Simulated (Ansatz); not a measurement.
Values for one crystal, relaxed and computed with PBEsol in the plane-wave PAW code Ansatz; other levels are named.

| Quantity | Result |
|---|---|
| Volume per atom | 13.61 Å³ |
| Electronic character | metallic (no gap) |
| Elastic constants (relaxed ions, GPa) | C11 = 493, C12 = 168, C13 = 151, C14 = -49.0, C33 = 521, C44 = 134 |
| Highest zone-centre frequency | 666 cm^-1 |
| Gap with spin–orbit coupling | none (metallic) |
| Density of states at the Fermi level | 0.19 states/eV per atom (mean over ±0.08 eV) |
| Pressure derivative B′ | 4.4 |

Task: Pick the material that matches.
A) TaN, rock salt
B) CoSi2, P6/mmm (Co on 1a, Si on 2d)
C) AlCr2C, P6_3/mmc (Al on 2d, Cr on 4f, C on 2a)
D) Ta2C, P-3m1 (Ta on 2d, C on 1a)

Result: D, Ta2C, P-3m1 (Ta on 2d, C on 1a)

The first step of the workflow began from a Materials Project structure, measured or hypothetical; the Crystallography Open Database files this formula in space group No. 164, but the cells were not matched. Whether it is the stable phase at ambient conditions was not checked. Symmetry was held in the PBEsol relaxation; of distortions, only those at the zone centre were tested. No spin polarisation was allowed. As this level gives no gap, shear constants depend on the k-mesh and smearing (Fermi–Dirac, 0.1 eV here). As this level gives no gap, phonon frequencies hold no LO–TO term and depend on the k-mesh and smearing (Fermi–Dirac, 0.1 eV here). Scalar-relativistic: spin–orbit coupling is off unless named, which matters more the heavier the elements.

Potentials: the later of the program's two PAW sets.
